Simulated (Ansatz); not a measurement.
The calculation used DFT PBE, scalar-relativistic, plane waves, PAW in Ansatz. All cells share a 420 eV cutoff and Γ-centred k meshes spaced about 0.3 Å⁻¹ or finer (0.25 for metals, 2π included). No spin polarisation.

These are static total energies at zero pressure.

Two relaxed structures of Cu5Mo:

A.

Space group P-3m1 (No. 164). a = 2.643 Å, b = 2.643 Å, c = 25.504 Å, α = 90.00°, β = 90.00°, γ = 120.00°
```json
{"atom": "Cu", "site": "2c", "symmetry": "3m.", "x": "0.0000", "y": "0.0000", "z": "0.1387"}
{"atom": "Cu", "site": "2d", "symmetry": "3m.", "x": "0.6667", "y": "0.3333", "z": "0.2194"}
{"atom": "Cu", "site": "2c", "symmetry": "3m.", "x": "0.0000", "y": "0.0000", "z": "0.3798"}
{"atom": "Cu", "site": "2d", "symmetry": "3m.", "x": "0.6667", "y": "0.3333", "z": "0.4599"}
{"atom": "Cu", "site": "2d", "symmetry": "3m.", "x": "0.3333", "y": "0.6667", "z": "0.2997"}
{"atom": "Mo", "site": "2d", "symmetry": "3m.", "x": "0.3333", "y": "0.6667", "z": "0.0491"}
```

B.

Space group P4/mmm (No. 123). a = 2.586 Å, b = 2.586 Å, c = 11.310 Å, α = 90.00°, β = 90.00°, γ = 90.00°
| atom | site | symmetry | x | y | z |
| --- | --- | --- | --- | --- | --- |
| Cu | 2h | 4mm | 0.5000 | 0.5000 | 0.3416 |
| Cu | 2g | 4mm | 0.0000 | 0.0000 | 0.1813 |
| Cu | 1b | 4/mmm | 0.0000 | 0.0000 | 0.5000 |
| Mo | 1c | 4/mmm | 0.5000 | 0.5000 | 0.0000 |

Question: Which form is favoured at zero pressure, and by what margin per atom?

Answer: B is lower, by 26 meV/atom. A has Cu and Mo ordered on fcc sites, space group P-3m1 (No. 164), 12.9 Å³/atom and no gap on its mesh; B has Cu and Mo ordered on fcc sites, space group P4/mmm (No. 123), 12.6 Å³/atom and no gap. Counting all near atoms (those within 1.25 times the shortest distance at each site), A and B both have Cu 12, Mo 12. Even the lower one lies +0.09 eV/atom against the reference forms of the elements (uncorrected), so neither is stable at this level. Both come from trial cells of a structure search, whose lowest cell (P4/nmm, 12.6 Å³/atom) lies 18 meV/atom below the lower of the two.

For metals, differences of a few meV/atom aren't resolved. Trial moments fell under 0.15 μB along the way in P-3m1 and P4/mmm; another start might hold them. Cells relaxed within their symmetry can be saddle points. Some candidate types were left out of the draw beforehand, so a known form may be missing.
